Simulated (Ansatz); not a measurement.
Input and command of a calculation in Ansatz (plane waves; scalar-relativistic PAW potentials unless the input names others):

```yaml
crystal:
  lattice:
    - [3.1204068985, 0.0, 0.0]
    - [-1.5602034492, 6.1523257957, 0.0]
    - [0.0, 0.0, 25.6597815141]
  atoms:
    - { symbol: S, position: [0.8927216587, 0.7854433174, 0.3312576919] }
    - { symbol: Mo, position: [0.532155393, 0.0643107859, 0.3568487551] }
    - { symbol: S, position: [0.1715891272, 0.3431782543, 0.3824398182] }
    - { symbol: S, position: [0.4248770516, 0.8497541032, 0.4354374436] }
    - { symbol: Mo, position: [0.0634283179, 0.1268429315, 0.4560351157] }
    - { symbol: S, position: [0.7047428115, 0.4094654124, 0.4861970894] }
    - { symbol: S, position: [0.9628665561, 0.9257405526, 0.5411345583] }
    - { symbol: Mo, position: [0.6028601598, 0.205722103, 0.5588565878] }
    - { symbol: S, position: [0.1730160878, 0.3460381128, 0.6172031673] }
    - { symbol: H, position: [0.1730160878, 1.1793714461, 0.6517177662] }
basis:
  ecutwfc: "250 eV"
kpoints:
  mp_grid: { grid: [10, 5, 1] }
hamiltonian:
  xc: pbesol
scf:
  occupations: { method: gaussian, width: 0.1 }
  algorithm: density_mixing
output:
  forces: true
  eigenvalues: true
efield:
  axis: 3
  dipole_correction: true
  ramp_width: 0.04
```

```bash
ansatz run input.yaml --threads 4 --pin off --max-ram 10240MiB --backend cpu --events-out ev --progress --plain --runs-dir out
```

Abridged log:
```
Warning: basis.ecutwfc = 250 eV is below the records' recommended 420 eV, and the density's cutoff is lower with it unless basis.ecutrho_ratio is high enough to keep the records' density cutoff: compare with a run at a higher cutoff
Pseudopotentials: kind: paw
Pseudopotential: S, paw, valence charge 6, recommended cutoff 420 eV (normal)
Pseudopotential: Mo, paw, valence charge 14, recommended cutoff 420 eV (normal)
Pseudopotential: H, paw, valence charge 1, recommended cutoff 420 eV (normal)
Functional definition: PBEsol
Crystal: 10 atoms, lattice volume = 492.610 Å³
Basis set: ecut = 250 eV, 4329 PW (Γ), exchange–correlation on 36×72×270 points (8 copies of the dense FFT grid, shifted against one another)
Bands: 50, of which v1, the nominal top of the filled ones, is band 40 counted from 1 (39 counted from 0)
Symmetry: 1 space group operations
Space group: P1 (ITA 1), of the structure as read, at distance tolerance 7.9e-5 Å
k-points: 26 of 50 (time reversal used)
Initial density: superposition of atomic densities (neutral atoms: chi_scale 0, normalization atom), corrected by the library's trained network
Initial wavefunctions: pseudopotential atomic-orbital guess
Functional: x = pbesol(κ = 0.804, μ = 0.12345679), c = pbesol(β = 0.046)
SCF iter   1: F=—  HF=-20019.057658 eV  |F-HF|=—  |Δ(HF+E_count)|=         —  Δρ=9.96e-3  dr2=5.85e-1  ethr=1.77e-3  p=0.105 e·Å  D=3.87e-2 V/Å  ΔV_dip=-0.99 eV  dr2_dipole=2.10e-2  V_vac-E_F(+/−)=3.49/4.49 eV  ⟨swp⟩=8.0  Hψ=6004  notcnv=0
efield: sawtooth ramp at fractional position 0.9715 (placed from the atoms, in the widest stretch of the axis that holds none; the zero of the levels goes with the place), width 0.0400; the density the first Hamiltonian is built on has a dipole p = 0.105 e·Å; the dipole correction subtracts the counter field D = 3.87e-2 V/Å, which shifts the + side's vacuum level by -0.99 eV against the − side's; the planar-averaged density in the ramp window peaks in size at 4.3e-6 e/Å³
SCF iter   2: F=—  HF=-20019.020864 eV  |F-HF|=—  |Δ(HF+E_count)|=   3.68e-2  Δρ=5.96e-3  dr2=3.52e-1  ethr=7.40e-4  p=0.192 e·Å  D=7.04e-2 V/Å  ΔV_dip=-1.81 eV  dr2_dipole=1.86e-6  V_vac-E_F(+/−)=3.40/5.20 eV  ⟨swp⟩=2.1  Hψ=2747  notcnv=0  defer=63
SCF iter   3: F=—  HF=-20018.978118 eV  |F-HF|=—  |Δ(HF+E_count)|=   4.27e-2  Δρ=1.23e-3  dr2=2.69e-2  ethr=4.46e-4  p=0.159 e·Å  D=5.83e-2 V/Å  ΔV_dip=-1.50 eV  dr2_dipole=2.51e-3  V_vac-E_F(+/−)=3.40/4.90 eV  ⟨swp⟩=2.0  Hψ=1804  notcnv=0  defer=63
SCF iter   4: F=—  HF=-20018.976698 eV  |F-HF|=—  |Δ(HF+E_count)|=   1.42e-3  Δρ=3.54e-4  dr2=1.79e-3  ethr=3.41e-5  p=0.163 e·Å  D=6.00e-2 V/Å  ΔV_dip=-1.54 eV  dr2_dipole=2.14e-4  V_vac-E_F(+/−)=3.38/4.92 eV  ⟨swp⟩=2.5  Hψ=1894  notcnv=0  defer=63
SCF iter   5: F=—  HF=-20018.976879 eV  |F-HF|=—  |Δ(HF+E_count)|=   1.82e-4  Δρ=1.23e-4  dr2=1.43e-4  ethr=2.27e-6  p=0.164 e·Å  D=6.03e-2 V/Å  ΔV_dip=-1.55 eV  dr2_dipole=2.81e-6  V_vac-E_F(+/−)=3.38/4.93 eV  ⟨swp⟩=2.5  Hψ=1891  notcnv=0  defer=63
SCF iter   6: F=—  HF=-20018.976945 eV  |F-HF|=—  |Δ(HF+E_count)|=   6.61e-5  Δρ=5.00e-5  dr2=2.07e-5  ethr=1.81e-7  p=0.165 e·Å  D=6.05e-2 V/Å  ΔV_dip=-1.55 eV  dr2_dipole=2.40e-7  V_vac-E_F(+/−)=3.38/4.93 eV  ⟨swp⟩=2.0  Hψ=1807  notcnv=0  defer=63
SCF iter   7: F=—  HF=-20018.977501 eV  |F-HF|=—  |Δ(HF+E_count)|=   5.56e-4  Δρ=1.85e-5  dr2=3.65e-6  ethr=2.63e-8  p=0.165 e·Å  D=6.04e-2 V/Å  ΔV_dip=-1.55 eV  dr2_dipole=7.40e-8  V_vac-E_F(+/−)=3.38/4.93 eV  ⟨swp⟩=2.0  Hψ=2000  notcnv=0  defer=63
SCF iter   8: F=—  HF=-20018.977502 eV  |F-HF|=—  |Δ(HF+E_count)|=   4.98e-7  Δρ=7.77e-6  dr2=6.68e-7  ethr=4.63e-9  p=0.165 e·Å  D=6.05e-2 V/Å  ΔV_dip=-1.55 eV  dr2_dipole=2.15e-8  V_vac-E_F(+/−)=3.38/4.93 eV  ⟨swp⟩=2.0  Hψ=1826  notcnv=0  defer=63
SCF iter   9: F=—  HF=-20018.977501 eV  |F-HF|=—  |Δ(HF+E_count)|=   1.08e-6  Δρ=2.82e-6  dr2=1.25e-7  ethr=8.46e-10  p=0.165 e·Å  D=6.05e-2 V/Å  ΔV_dip=-1.55 eV  dr2_dipole=1.18e-8  V_vac-E_F(+/−)=3.38/4.93 eV  ⟨swp⟩=2.3  Hψ=2211  notcnv=0  defer=63
SCF iter  10: F=-20018.977501 eV  HF=-20018.977501 eV  |F-HF|=2.62e-7  |Δ(HF+E_count)|=   9.71e-8  Δρ=1.20e-6  dr2=1.88e-8  ethr=1.27e-10  p=0.165 e·Å  D=6.05e-2 V/Å  ΔV_dip=-1.55 eV  dr2_dipole=3.37e-9  V_vac-E_F(+/−)=3.38/4.93 eV  ⟨swp⟩=12.8  Hψ=5922  notcnv=0
SCF 1 converged in 10 iterations: F = -20018.977501 eV  dr2 = 1.88e-8
SCF converged after 10 iterations
Free energy (F): -20018.977501 eV
Harris-Foulkes:  -20018.977501 eV  (|F-HF|=2.62e-7)
Internal energy: -20018.949814 eV  (E = F + TS)
E sigma→0 (E₀):  -20018.963657 eV
Entropy (-TS):   -0.027687 eV (-2.769 meV/atom)
Fermi energy:    0.936594 eV
Dipole field:    D = 0.060550 V/Å  (p = 0.164838 e·Å, saw-weighted, corrected)
Work function:   Φ+ = 3.3746 eV   Φ− = 4.9284 eV
Levels:          The Fermi level and band energies are counted from a zero that moves with the ramp; work functions are not
--- Forces (eV/Å), atoms counted from 1 ---
  atom   1  S      0.00691434     1.56384092    -0.59941193
  atom   2  Mo     0.03244667    -2.93349254     2.84039412
  atom   3  S      0.00860100     0.92445074    -1.25419432
  atom   4  S     -0.01691127     0.23995020    -1.22930505
  atom   5  Mo    -0.01178860     0.16347983     0.39937385
  atom   6  S      0.08055572     0.08253892    -0.05052116
  atom   7  S      0.06382030     0.16708279     0.23451438
  atom   8  Mo    -0.12207626    -0.87351220    -1.90765438
  atom   9  S     -0.03300592     0.63578119     1.49607129
  atom  10  H     -0.00857050     0.02988908     0.07068086
```

Apart from outputs, empty bands and the relaxation, which only the reference makes, the input differs from a reference run on usual settings in scf.algorithm: not typed → "density_mixing"; basis.ecutwfc: 420 → "250 eV". The reference, at the same geometry, ended its own course with largest force 4.054 eV/Å (on an atom or along a direction that it held fixed), no gap on the mesh. This run converged in 10 SCF iterations with an energy at zero smearing 231 meV/atom above the reference's, largest force 4.083 eV/Å, no gap on the mesh. Its cutoff is looser than usual, and the result moved.

It took 6.6 s on 4 threads of Intel(R) Xeon(R) Platinum 8259CL CPU @ 2.50GHz (Skylake/Cascade Lake), on a shared host, peak memory 0.69 GiB.